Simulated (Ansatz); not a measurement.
Run on PbF$_{2}$ (Fluorocronite): DFT, PBE, all-electron LAPW, Dirac equation with spin-orbit coupling (Ansatz 0.2.0). This run: spin-orbit coupling on.

The cell comes from a relaxation on PAW files under the same functional, begun from a database entry that needn't be the ground state.

Command: `ansatz run input.yaml --threads 1 --pin off --max-ram 3072MiB --backend cpu --events-out ev --progress --plain --runs-dir out` It took 6 min on 1 thread of Arm Neoverse N1, on a shared host, peak memory 0.65 GiB.

```yaml
crystal:
  lattice:
    - [0.0, 2.9999686944, 2.9999686944]
    - [2.9999686944, 0.0, 2.9999686944]
    - [2.9999686944, 2.9999686944, 0.0]
  atoms:
    - { symbol: Pb, position: [0.0, 0.0, 0.0] }
    - { symbol: F, position: [0.25, 0.25, 0.25] }
    - { symbol: F, position: [0.75, 0.75, 0.75] }
kpoints:
  mp_grid: { grid: [8, 8, 8] }
  band_path:
    path:
      - [0.0, 0.0, 0.0]
      - [0.5, 0.0, 0.5]
      - [0.625, 0.25, 0.625]
      - [0.375, 0.375, 0.75]
      - [0.0, 0.0, 0.0]
      - [0.5, 0.5, 0.5]
      - [0.5, 0.25, 0.75]
      - [0.5, 0.0, 0.5]
    npoints: 8
scf:
  occupations: { method: fermi_dirac, width: 0.02 }
hamiltonian:
  xc: pbe
  pseudopotentials: { kind: all_electron, lapw: { basis_error: 0.0005 } }
output:
  forces: true
  stress: true
  eigenvalues: true
magnetization:
  noncollinear: true
  spin_orbit: true
```

Output:

```
LAPW: plane waves up to 8.524 Å⁻¹, error target 5.0e-4 eV per atom; Dirac's equation on spinors; F in spheres of 1.175 Å, 7 of its electrons in bands; Pb in spheres of 1.424 Å, 46 of its electrons in bands (how accurate: hamiltonian.pseudopotentials.lapw.basis_error, Limitations)
Engine: ansatz 0.2.0
Pseudopotentials: kind: all_electron
Pseudopotential: Pb, LAPW, valence charge 46, lapw/all_electron/dirac/gaussian/Pb, Dirac's equation, gaussian nucleus
Pseudopotential: F, LAPW, valence charge 7, lapw/all_electron/dirac/gaussian/F, Dirac's equation, gaussian nucleus
Functional definition: PBE
  parameter kappa = 0.804
  parameter beta = 0.06672455060314922
  exchange = pbe_x(kappa = kappa, mu = beta*pi^2/3)
  correlation = pbe_c(beta = beta)
non-collinear run that drives no moment, with spin-orbit: no starting moment large enough to seed its density (crystal.atoms[].spin), no starting occupations that ask for one, no magnetisation constraint and no magnetic field, so the semilocal B_xc is pinned to zero
Crystal: 3 atoms, lattice volume = 53.998 Å³
Basis set: ecut = 276.834956409694 eV, 537 PW (Γ), exchange–correlation at level 2
Bands: 72, of which v1, the nominal top of the filled ones, is band 60 counted from 1 (59 counted from 0)
Symmetry: 48 space group operations + 48 with time reversal
Magnetic group: BNS 225.117 (UNI 1619), of the structure as read, at distance tolerance 3.8e-5 Å
k-points: 29 of 512
Non-local potential: Pb, projectors of the file, none
Non-local potential: F, projectors of the file, none
Initial density: superposition of atomic densities (chi_scale 0.1, normalization cell, long waves kept (reshape's long-wave potential 0.01 eV rms))
Initial wavefunctions: plane waves of lowest kinetic energy (no species holds an atomic orbital)
Functional: x = pbe(κ = 0.804, μ = 0.2195149727645171), c = pbe(β = 0.06672455060314922)
iter 1 solved again at ethr=3.46e-3 eV; its pass at ethr=1.00e-1 eV (dr2=2.08e0 eV) is discarded
SCF iter   1: F=—  HF=-574778.856045 eV  |F-HF|=—  |Δ(HF+E_count)|=         —  Δρ=5.04e-2  dr2=2.07e0  dr2_m=0.00e0 (ungated)  ethr=3.46e-3  |M|=0.00e0 ∫|m|=0.00e0 μB  β_m=0.30  ⟨swp⟩=2.0  Hψ=12038  notcnv=0
preconditioner: auto → none  [insulator: Δε(μ)=5.171 eV  Ē_g=19.963 eV  σ=0.020 eV  W_gap=1.00  n_scr=14 (ndim 8)  ℏωp=26.7 eV  f_vac=0.202  D(μ)=0.00/eV (n_scr^D=0)  ε∞_Penn≈2.8]
SCF iter   2: F=—  HF=-574776.927283 eV  |F-HF|=—  |Δ(HF+E_count)|=    1.93e0  Δρ=1.79e-2  dr2=2.72e-1  dr2_m=0.00e0 (ungated)  ethr=3.46e-3  |M|=0.00e0 ∫|m|=0.00e0 μB  β_m=0.33  ⟨swp⟩=2.1  Hψ=6129  notcnv=0
SCF iter   3: F=—  HF=-574776.873373 eV  |F-HF|=—  |Δ(HF+E_count)|=   5.39e-2  Δρ=9.43e-3  dr2=7.46e-2  dr2_m=0.00e0 (ungated)  ethr=4.53e-4  |M|=0.00e0 ∫|m|=0.00e0 μB  β_m=0.55  ⟨swp⟩=2.0  Hψ=6410  notcnv=0
iter 4 solved again at ethr=1.35e-6 eV; its pass at ethr=1.24e-4 eV (dr2=8.10e-4 eV) is discarded
SCF iter   4: F=—  HF=-574776.864209 eV  |F-HF|=—  |Δ(HF+E_count)|=   9.16e-3  Δρ=1.05e-3  dr2=8.10e-4  dr2_m=0.00e0 (ungated)  ethr=1.35e-6  |M|=0.00e0 ∫|m|=0.00e0 μB  β_m=0.62  ⟨swp⟩=2.0  Hψ=10762  notcnv=0
SCF iter   5: F=—  HF=-574776.864448 eV  |F-HF|=—  |Δ(HF+E_count)|=   2.40e-4  Δρ=1.35e-4  dr2=1.28e-5  dr2_m=0.00e0 (ungated)  ethr=1.35e-6  |M|=0.00e0 ∫|m|=0.00e0 μB  β_m=0.62  ⟨swp⟩=2.8  Hψ=6377  notcnv=0
SCF iter   6: F=—  HF=-574776.864449 eV  |F-HF|=—  |Δ(HF+E_count)|=   7.06e-7  Δρ=5.92e-5  dr2=2.80e-6  dr2_m=0.00e0 (ungated)  ethr=2.13e-8  |M|=0.00e0 ∫|m|=0.00e0 μB  β_m=0.64  ⟨swp⟩=3.0  Hψ=6414  notcnv=0
SCF iter   7: F=—  HF=-574776.864446 eV  |F-HF|=—  |Δ(HF+E_count)|=   2.75e-6  Δρ=1.13e-5  dr2=9.08e-8  dr2_m=0.00e0 (ungated)  ethr=4.67e-9  |M|=0.00e0 ∫|m|=0.00e0 μB  β_m=0.79  ⟨swp⟩=3.0  Hψ=6370  notcnv=0
SCF iter   8: F=-574776.864446 eV  HF=-574776.864446 eV  |F-HF|=3.25e-8  |Δ(HF+E_count)|=   4.21e-8  Δρ=3.76e-6  dr2=1.21e-8  dr2_m=0.00e0 (ungated)  ethr=1.51e-10  |M|=0.00e0 ∫|m|=0.00e0 μB  ⟨swp⟩=3.0  Hψ=6446  notcnv=0
SCF 1 converged in 8 iterations: F = -574776.864446 eV  dr2 = 1.21e-8
NSCF: frozen V_eff on 57 k-points
SCF converged after 8 iterations
Magnetization: |M| = 0.0000 μB,  M = (+0.0000, +0.0000, +0.0000) μB
Absolute magnetization: 0.0000 μB (∫|m|)
  site 0: m = (+0.0000, +0.0000, +0.0000) μB, |m| = 0.0000 μB  (R = 1.42 Å)
  site 1: m = (+0.0000, +0.0000, +0.0000) μB, |m| = 0.0000 μB  (R = 1.17 Å)
  site 2: m = (+0.0000, +0.0000, +0.0000) μB, |m| = 0.0000 μB  (R = 1.17 Å)
Free energy (F): -574776.864446 eV
Harris-Foulkes:  -574776.864446 eV  (|F-HF|=3.25e-8)
Internal energy: -574776.864446 eV  (E = F + TS)
E sigma→0 (E₀):  -574776.864446 eV
Fermi energy:    9.138330 eV
--- Per-component energies (eV) ---
  E_band       = -6285.592157
  E_kinetic    = 667459.676232
  E_xc         = -11185.436303
  E_electrostatic = -1231051.104375  (all electrons and nuclei)
  E_smearing   = -0.000000  (= −TS)
  E_closure    = 0.000000  (closes the sum)
  E_atoms      = -574762.703776  (free atoms, spherical and without spin; not in F)
  Σ components = -574776.864446   (vs F -574776.864446, Δ=0.00e0)
  Basis errors (estimates in eV, not in F): energy 1.8e-4 per atom: plane waves 1.6e-4 (8.7e-5 summed), levels above the bands 3.2e-263, relativity 6.3e-8, radial functions 2.0e-5, core shells 4.0e-9; eigenvalues (radial functions only) 1.1e-5; not estimated: angular momenta, meshes, grids; target (lapw.basis_error) 5.0e-4; muffin-tin radii F 1.175 Å, Pb 1.424 Å
--- Forces (eV/Å), atoms counted from 1 ---
  atom   1  Pb     0.00000000    -0.00000000     0.00000000
  atom   2  F      0.00000000    -0.00000000     0.00000000
  atom   3  F      0.00000000     0.00000000     0.00000000
  max |Σ_I F_I| component: 1.04e-17 eV/Å
--- Stress (GPa, compression-positive) ---
       -0.053804      -0.000000      -0.000000
       -0.000000      -0.053804       0.000000
       -0.000000       0.000000      -0.053804
  P = ⅓ Tr σ = -0.0538 GPa (-0.538 kbar)
--- Band table (eV; the first three rows and the last of 29) ---
  k-point 0: bands = ["-400.3199", "-400.3199", "-400.3199", "-400.3199", "-378.0034", "-378.0034", "-378.0034", "-378.0034", "-378.0007", "-378.0007", "-129.5855", "-129.5855", "-121.2235", "-121.2235", "-121.2235", "-121.2235", "-121.2206", "-121.2206", "-116.1936", "-116.1936", "-116.1920", "-116.1920", "-116.1920", "-116.1920", "-116.1893", "-116.1893", "-88.1444", "-88.1444", "-65.8290", "-65.8290", "-65.8290", "-65.8290", "-13.7464", "-13.7464", "-13.1931", "-13.1931", "-8.7586", "-8.7586", "-8.7586", "-8.7586", "-6.2248", "-6.2248", "-6.1870", "-6.1870", "-6.1870", "-6.1870", "2.5152", "2.5152", "4.8272", "4.8272", "4.8279", "4.8279", "4.8279", "4.8279", "5.1880", "5.1880", "5.3479", "5.3479", "5.3479", "5.3479", "12.0902", "12.0902", "14.4964", "14.4964", "14.4964", "14.4964", "17.6785", "17.6785", "22.1841", "22.1841", "22.1841", "22.1841"]
  k-point 1: bands = ["-400.3199", "-400.3199", "-400.3199", "-400.3199", "-378.0034", "-378.0034", "-378.0034", "-378.0034", "-378.0007", "-378.0007", "-129.5855", "-129.5855", "-121.2235", "-121.2235", "-121.2235", "-121.2235", "-121.2206", "-121.2206", "-116.1936", "-116.1936", "-116.1920", "-116.1920", "-116.1920", "-116.1920", "-116.1893", "-116.1893", "-88.1444", "-88.1444", "-65.8290", "-65.8290", "-65.8290", "-65.8290", "-13.7198", "-13.7198", "-13.2175", "-13.2175", "-8.7578", "-8.7578", "-8.7456", "-8.7456", "-6.2133", "-6.2133", "-6.1815", "-6.1815", "-6.1783", "-6.1783", "2.2888", "2.2888", "4.6968", "4.6968", "4.7863", "4.7863", "4.8082", "4.8082", "5.2235", "5.2235", "5.3180", "5.3180", "5.6757", "5.6757", "12.0567", "12.0567", "14.1145", "14.1145", "14.6166", "14.6166", "18.5547", "18.5547", "21.7525", "21.7525", "21.7708", "21.7708"]
  k-point 2: bands = ["-400.3199", "-400.3199", "-400.3199", "-400.3199", "-378.0034", "-378.0034", "-378.0034", "-378.0034", "-378.0007", "-378.0007", "-129.5855", "-129.5855", "-121.2235", "-121.2235", "-121.2235", "-121.2235", "-121.2206", "-121.2206", "-116.1936", "-116.1936", "-116.1920", "-116.1920", "-116.1920", "-116.1920", "-116.1893", "-116.1893", "-88.1444", "-88.1444", "-65.8290", "-65.8290", "-65.8290", "-65.8290", "-13.6496", "-13.6496", "-13.2809", "-13.2809", "-8.7561", "-8.7561", "-8.7154", "-8.7154", "-6.2057", "-6.2057", "-6.1683", "-6.1683", "-6.1373", "-6.1373", "1.8544", "1.8544", "4.5142", "4.5142", "4.6926", "4.6926", "4.7634", "4.7634", "5.1969", "5.1969", "5.2444", "5.2444", "6.3266", "6.3266", "11.9082", "11.9082", "13.8262", "13.8262", "14.9113", "14.9113", "19.8251", "19.8251", "21.1970", "21.1970", "21.2107", "21.2107"]
  k-point 28: bands = ["-400.3199", "-400.3199", "-400.3199", "-400.3199", "-378.0034", "-378.0034", "-378.0034", "-378.0034", "-378.0007", "-378.0007", "-129.5855", "-129.5855", "-121.2235", "-121.2235", "-121.2235", "-121.2235", "-121.2206", "-121.2206", "-116.1936", "-116.1936", "-116.1920", "-116.1920", "-116.1920", "-116.1920", "-116.1893", "-116.1893", "-88.1444", "-88.1444", "-65.8291", "-65.8291", "-65.8290", "-65.8290", "-13.4518", "-13.4518", "-13.4505", "-13.4505", "-8.7169", "-8.7169", "-8.6830", "-8.6830", "-6.1600", "-6.1600", "-6.1208", "-6.1208", "-6.0894", "-6.0894", "0.9708", "0.9708", "3.6289", "3.6289", "4.5772", "4.5772", "4.6820", "4.6820", "5.6471", "5.6471", "5.7571", "5.7571", "7.0982", "7.0982", "12.0459", "12.0459", "13.5800", "13.5800", "14.6647", "14.6647", "17.2788", "17.2788", "21.5477", "21.5477", "23.1446", "23.1446"]
```
